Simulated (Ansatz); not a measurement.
SrCl2 (fluorite, Fm-3m), the program Ansatz at the PBE level (PAW). The conduction-band minimum lies at Γ, with 1 equivalent valley. Second derivatives d²E/dk² of the lowest band at one valley (eV·Å²), along Cartesian directions:

| direction | d²E/dk² |
|---|---|
| [100] | 19.80 |
| [010] | 19.80 |
| [001] | 19.80 |
| [110] | 19.80 |
| [101] | 19.80 |
| [011] | 19.80 |

Q: Find the principal effective masses, the density-of-states mass and the conductivity mass.

A: Off-diagonal terms follow from H_xy = H[110] − (H_xx + H_yy)/2, and m*/mₑ = 7.620 eV·Å² over each eigenvalue: 0.38, 0.38, 0.38. One valley's DOS mass (m₁m₂m₃)^(1/3) = 0.38, conductivity mass 3/(Σ 1/mᵢ) = 0.38 mₑ.

Q: What effective density of states Nc follows at 300 K for parabolic valleys?

A: Nc = 2.509e19 × 1 × (0.38)^(3/2) ≈ 5.9e18 cm⁻³.

Q: With the computed static dielectric constant 8.55 (mean of the diagonal), estimate a hydrogenic donor's binding energy and radius.

A: E = 13.606 eV × 0.38/8.55² ≈ 71 meV; a = 0.529 Å × ε/m* ≈ 12 Å. Semilocal masses tend to be too small where the gap is.

Symmetry was held in the PBE relaxation; phonons on a q-mesh show no instability. Spin–orbit coupling is left out wherever it is not named.

Potentials: the later of the program's two PAW sets.
